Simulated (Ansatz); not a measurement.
A geometry of ZnCu away from equilibrium: step 12 of the relaxation of a randomly generated symmetric cell of ZnCu (space group No. 139). Method: PBEsol (plane waves to 420 eV, PAW, scalar-relativistic; Ansatz, a program for electronic structure). Γ-centred k-mesh 16×16×16 on the run's cell (coarser than for final values), Fermi–Dirac smearing 0.05 eV.

```xyz
2
Lattice="-1.6467 1.6467 2.5115 1.6467 -1.6467 2.5115 1.6467 1.6467 -2.5115" Properties=species:S:1:pos:R:3:forces:R:3 pbc="T T T" free_energy=-9868.931 pressure_GPa=7.3
Cu     0.0000     0.0000     0.0000    0.0000    0.0000    0.0000
Zn     0.0000     0.0000     2.5115    0.0000    0.0000    0.0000
```

Positions in Å, forces in eV/Å, free energy of the cell in eV (comparable only within this code, potentials and settings). Largest force: all forces are below 0.005 eV/Å; the geometry lies 0.03 eV/atom above the end of its relaxation.

No spin polarisation in the result.

The run could not lose the symmetry of its start: the end is stationary, and may be a saddle point rather than a minimum.

All atoms sit on sites fixed by symmetry, so only the cell could relax.

The end of the path is a generated cell of ZnCu: the first start was made by a random draw of sites in a space group, and the end was not matched to a known phase here, so it may be hypothetical. Known forms of ZnCu include space group No. 221.
